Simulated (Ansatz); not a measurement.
Relaxed candidate structures of Nb5Si3:

A. I4/mcm (No. 140), tI32; a = 6.549 Å, b = 6.549 Å, c = 11.806 Å, α = 90.00°, β = 90.00°, γ = 90.00°; Nb 16l (0.334, 0.166, 0.149); Nb 4c (0.000, 0.000, 0.000); Si 8h (0.129, 0.371, 0.000); Si 4a (0.000, 0.000, 0.250)

B. P6₃/mcm (No. 193), hP16; a = b = 7.508 Å, c = 5.223 Å, α = β = 90.00°, γ = 120.00°; Nb 6g (0.249, 0.249, 0.750); Nb 4d (0.333, 0.667, 0.000); Si 6g (0.394, 0.394, 0.250)

Question: Put the candidates in order of energy per atom, lowest first, for PBEsol (plane waves to 420 eV, PAW, scalar-relativistic; Ansatz, an electronic-structure program).

Answer: A (reference, the lowest of the structures calculated here), B (+0.09 eV/atom)

Each run could gain symmetry but not lose that of its start, so entries can be saddle points.  Energies are at zero temperature and pressure, without zero-point motion. No spin polarisation in the result.
